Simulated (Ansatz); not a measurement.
Data:

ScB₂ in space group P6/mmm (No. 191; Sc on 1a, B on 2d), a = b = 3.100 Å, c = 3.454 Å, α = β = 90.00°, γ = 120.00°.

This is the LDA-relaxed structure.

Q: All from LDA (plane waves, PAW; program Ansatz), unless another level is named. Predict the electronic character.

A: metallic (no gap).

Q: And the density of states at the Fermi level?

A: 0.32 states/eV per atom (mean over ±0.08 eV).

Q: What about the formation energy from the elements (no fitted shifts)?

A: -0.92 eV/atom.

The workflow started from a Materials Project entry (that database holds measured and hypothetical structures alike); the Crystallography Open Database files this formula in space group No. 191, but the cells were not matched. Its standing as an ambient phase is unchecked. The LDA relaxation kept the symmetry of its start; its stability against distortions is not shown here. The run is not spin-polarised. The references are the lowest solids computed at this level, not always the standard phases.

Potentials: the later of the program's two PAW sets.
